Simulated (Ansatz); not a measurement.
Starting cell, Bi (A7 type, space group R-3m):

```yaml
crystal:
  lattice:
    - [2.26027, 1.30497, 4.00943]
    - [-2.26027, 1.30497, 4.00943]
    - [0.00000, -2.60994, 4.00943]
  atoms:
    - { symbol: Bi, position: [0.23371, 0.23371, 0.23371] }
    - { symbol: Bi, position: [0.76629, 0.76629, 0.76629] }
```

In each cell atom 1 (Bi, nearest neighbour Bi at 3.068 Å; its periodic images, 4.5 Å or more away, move with it) moves by s·(0.577, 0.577, 0.577) (along Cartesian [111]), the rest being held.

Level of theory: r2SCAN+rVV10 (plane waves to 500 eV, PAW, scalar-relativistic; Ansatz, a first-principles code). k mesh 10×10×10 (Γ-centred), Fermi-Dirac smearing 0.05 eV. Compression counts positive. With partly filled bands, energies and forces of such displacements shift with the k mesh and the smearing. F∥ is the force on the atom along that direction. Bi was relaxed with its symmetry unable to fall. Spin-orbit coupling is left out, though Bi is heavy. 

```
s (Å)   P (GPa)  F∥ (eV/Å)
------  -------  ---------
-0.610      9.1      4.091
-0.488      6.3      3.024
-0.366      4.1      2.034
-0.244      2.3      1.176
-0.122      0.9      0.493
0.000       0.0     -0.004
0.122      -0.6          ?
0.244      -0.9     -0.312
0.366      -0.7     -0.233
0.488      -0.2          ?
0.610       0.6     -0.607
```

Fill in the missing entries.


- 0.122, F∥ (eV/Å): -0.296
- 0.488, F∥ (eV/Å): -0.327

(For displaced atoms, the force is minus the slope of the energy, and its curvature is a force constant, which sets phonon frequencies.)
